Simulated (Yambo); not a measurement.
CaHI (space group P4/nmm, No. 129), G0W0@LDA in Yambo with this input:

```
rim_cut
gw0
dyson
el_el_corr
HF_and_locXC
ppa
em1d
RandQpts= 1000000
RandGvec= 1 Ry
EXXRLvcs= 74 Ry
VXCRLvcs= 296 Ry
Chimod= "HARTREE"
% BndsRnXp
 1 | 270 |
%
NGsBlkXp= 8 Ry
% LongDrXp
 1.0 | 1.0 | 1.0 |
%
PPAPntXp= 27.2114 eV
% GbndRnge
 1 | 270 |
%
GTermKind= "BG"
DysSolver= "n"
ExtendOut
```

On a 4×4×1 mesh, with wavefunctions cut at 74 Ry, the gap (X → M) is 5.397 eV and the valence edge shifts by -1.086 eV.

Task: What happens with this change: exchange cut at 5 Ry?

Result: The gap rises by 0.388 eV, to 5.785 eV; the shift of the valence edge becomes -0.904 eV. Neither run is shown to be the converged limit. The mesh misses a band edge: along a dense path the LDA gap is 3.27 eV against 3.51 eV on the mesh.

Spin-orbit coupling is not included.

Geometry of the Materials Project entry, not relaxed at this level; primitive cell a = 4.023 Å, b = 4.023 Å, c = 9.343 Å, α = 90.00°, β = 90.00°, γ = 90.00°.

A shift is the quasiparticle energy of the state minus its LDA energy.

The distance between layers or molecules is the database entry's, not relaxed here. Functionals without dispersion can leave it too large, which widens gaps and weakens the response across layers: the numbers belong to this cell.
